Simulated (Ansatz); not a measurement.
RuRhN$_{2}$:
```
RuRhN2
1.0
    1.40293     0.80998     6.41418
   -1.40293     0.80998     6.41418
    0.00000    -1.61997     6.41418
Ru Rh N
1 1 2
Cartesian
  0.00000   0.00000   9.62127
  0.00000   0.00000   0.00000
  0.00000   0.00000  17.31240
  0.00000   0.00000   1.93013
```

Relaxed with PBE. Special points in fractions of this cell's reciprocal vectors: Γ (0.000, 0.000, 0.000); T (0.500, 0.500, 0.500); H2 (0.823, 0.177, 0.500); H0 (0.500, -0.177, 0.177); L (0.500, 0.000, 0.000); S0 (0.339, -0.339, 0.000); S2 (0.661, 0.000, 0.339); F (0.500, 0.000, 0.500).

Problem. List the band energies nearest the Fermi level at these points for PBE in the plane-wave PAW code Ansatz.

Solution. In eV from the Fermi level; about four levels below and three above (degenerate sets whole), none deeper than 8.9 eV; … stands for higher levels left out; points with the same levels are listed once.

```
k                           below                above
--  -----------------------------  -------------------
Γ         -1.03 -1.03 -0.82 -0.82          3.91 3.91 …
T   -2.19 -2.19 -2.01 -2.01 -0.97  0.88 0.88 3.20 3.20
H2        -1.98 -1.30 -0.36 -0.28       0.45 2.22 3.70
L         -3.16 -2.73 -1.29 -0.09       0.27 0.52 0.79
S0        -1.99 -1.19 -0.62 -0.05       0.43 2.20 3.77
F         -2.09 -1.84 -1.38 -0.09       0.52 1.16 2.08
```

Space group R-3m. The start of the workflow was typed in or built on a structure type; neither database checked (COD, Materials Project) lists it. Its standing as an ambient phase is unchecked. The PBE relaxation kept the symmetry of its start; its stability against distortions is not shown here. The workflow began spin-polarised and lost its moments. Its formation energy is positive at this level, so the cell may be metastable or incomplete. Scalar-relativistic: spin–orbit coupling is off unless named, which matters more the heavier the elements.

Potentials: the earlier of the program's two PAW sets.
